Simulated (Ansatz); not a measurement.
A geometry of SnSe2 away from equilibrium: step 5 of the relaxation of a randomly generated symmetric cell of SnSe2 (space group No. 145). These are r2SCAN (plane waves to 500 eV, PAW, scalar-relativistic; Ansatz, an electronic-structure program) values and carry that method's errors. Γ-centred k-mesh 5×5×3 on the run's cell (coarser than for final values), Fermi–Dirac smearing 0.05 eV. The plane waves were selected for a different cell earlier on the path.

```
CELL_PARAMETERS angstrom
      5.90127     0.00000     0.00000
     -2.95063     5.11065     0.00000
      0.00000     0.00000     7.75618
ATOMIC_POSITIONS crystal
  Se 0.25489 0.38625 0.91082
  Se 0.61375 0.86864 0.57749
  Se 0.13136 0.74511 0.24415
  Se 0.72613 0.94166 0.28175
  Se 0.05834 0.78447 0.94841
  Se 0.21553 0.27387 0.61508
  Sn 0.73020 0.23580 0.91657
  Sn 0.76420 0.49440 0.58324
  Sn 0.50560 0.26980 0.24991
```

Problem. Give the Cartesian forces on all atoms (eV/Å).

Solution. 
```json
[
 {"atom": "Se1", "Fx": "-0.15", "Fy": "0.02", "Fz": "-0.15"},
 {"atom": "Se2", "Fx": "0.06", "Fy": "-0.14", "Fz": "-0.15"},
 {"atom": "Se3", "Fx": "0.09", "Fy": "0.12", "Fz": "-0.15"},
 {"atom": "Se4", "Fx": "-0.07", "Fy": "0.49", "Fz": "0.21"},
 {"atom": "Se5", "Fx": "-0.39", "Fy": "-0.31", "Fz": "0.21"},
 {"atom": "Se6", "Fx": "0.46", "Fy": "-0.18", "Fz": "0.21"},
 {"atom": "Sn7", "Fx": "0.17", "Fy": "0.21", "Fz": "-0.06"},
 {"atom": "Sn8", "Fx": "-0.27", "Fy": "0.04", "Fz": "-0.06"},
 {"atom": "Sn9", "Fx": "0.10", "Fy": "-0.26", "Fz": "-0.06"}
]
```

The path ends in P3₂ (No. 145). The relaxed cell holds bonded Se–Se pairs (2.37 Å). No spin polarisation in the result.

The run could not lose the symmetry of its start: the end is stationary, and may be a saddle point rather than a minimum.

The end of the path is a generated cell of SnSe2: the first start was made by a random draw of sites in a space group, and the end was not matched to a known phase here, so it may be hypothetical. Known forms of SnSe2 include space group No. 164.
